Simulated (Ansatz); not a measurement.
# BaLi2Mg2Si2: pressure against volume

BaLi2Mg2Si2, R-3m, a = 4.569 Å, c = 26.179 Å. The structure is a COD entry; whether it is the stable form wasn't checked. Ansatz: r2SCAN, PAW, 500 eV, Γ-centred 9×9×9 mesh on 7 atoms, Gaussian smearing 0.10 eV; no spin polarisation. Shape and atoms are relaxed at each volume; pressure is positive in compression.

```
V (Å³/atom) P (GPa)
     21.181     2.92
     21.857     1.35
     22.533     0.00
     23.209        ?
     23.885    -2.16
```

**Question.** Take V0 = 22.533 Å³/atom, fit the third-order Birch–Murnaghan form to the other rows, and predict the missing pressure.

**Answer.** With the Eulerian strain f = ½[(V0/V)^(2/3) − 1] and y = P/[3f(1 + 2f)^(5/2)], the form is the line y = B0 + 1.5 B0 (B0′ − 4) f. Rows (f, y): 0.02106, 41.7; 0.01026, 41.7; -0.01905, 41.6. Means f = 0.004090, y = 41.667; Σ(Δf)² = 0.0008615, ΣΔfΔy = 0.002314; the slope is their ratio. y = 41.66 + 2.686 f GPa, so B0 = 41.7 GPa and B0′ = 4 + 2 × (2.686)/(3 × 41.66) = 4.04. At V = 23.209, f = -0.00976, y = 41.63 and P = -1.16 GPa. The run gave -1.16 GPa, the same to the digits shown.